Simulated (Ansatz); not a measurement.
**AlH5: rattling a relaxed structure**

The cell was found from a structure generator's guess, not taken from experiment.

Level of theory: Ansatz, DFT PBE, scalar-relativistic, plane waves, PAW. Settings: cutoff 420 eV, Γ-centred mesh 12×12×12 on the computed 6-atom cell, Gaussian smearing of 0.10 eV; no spin polarisation.

The cell below (6 atoms, space group P-43m (No. 215)) is relaxed within its symmetry.

```
Al H
1.0
     3.44562    0.00000    0.00000
     0.00000    3.44562    0.00000
     0.00000    0.00000    3.44562
Al H
1 5
Direct
  0.50000 0.50000 0.50000
  0.21761 0.21761 0.21761
  0.78239 0.78239 0.21761
  0.78239 0.21761 0.78239
  0.21761 0.78239 0.78239
  0.00000 0.00000 0.00000
```

For the test a repeat of it with 12 atoms (edges 3.45, 3.45, 6.89 Å) was strained at random (σ = 1.5 % a component), the atoms were moved at random (σ = 0.05 Å), and all was relaxed again on a coarse 6×6×4 mesh (in the run’s order of axes) with 0.20 eV smearing, with no symmetry imposed.

Question: What happens?

Answer: It doesn't return. The energy falls by 361 meV/atom on that mesh, the volume changes by 6.0 %, and the end has space group P2_1/m (No. 11) at a loose tolerance. Relaxed again on a 10×10×6 mesh with 0.01 eV smearing, the new structure lies 360 meV/atom below the first (mesh in the axes of the run's cell; the cell below is made exact in the group named). Space group P-1 (No. 2), triclinic, a = 3.513 Å, b = 3.524 Å, c = 7.017 Å, α = 90.0°, β = 90.0°, γ = 90.2°. Al is surrounded by 6 H at 1.74–1.77 Å; H on a site of symmetry 1 is surrounded by 2 Al at 1.74–1.77 Å; H on a second site of symmetry 1 is surrounded by 2 Al at 1.75–1.77 Å; H on a third site of symmetry 1 has 1 H at 0.75 Å; 3 more sites not described.

```cif
data_structure
_symmetry_space_group_name_H-M 'P-1'
_symmetry_Int_Tables_number 2
_cell_length_a 3.5127
_cell_length_b 3.5238
_cell_length_c 7.0166
_cell_angle_alpha 90.041
_cell_angle_beta 90.004
_cell_angle_gamma 90.208
_cell_volume 86.85
loop_
_atom_site_label
_atom_site_type_symbol
_atom_site_symmetry_multiplicity
_atom_site_Wyckoff_symbol
_atom_site_fract_x
_atom_site_fract_y
_atom_site_fract_z
_atom_site_occupancy
Al1 Al 2 i 0.49087 0.50550 0.25000 1
H1 H 2 i 0.99463 0.49916 0.25014 1
H2 H 2 i 0.50259 0.00335 0.24983 1
H3 H 2 i 0.92856 0.03157 0.03621 1
H4 H 2 i 0.93631 0.04400 0.46346 1
H5 H 1 e 0.50000 0.50000 0.00000 1
H6 H 1 h 0.50000 0.50000 0.50000 1
```
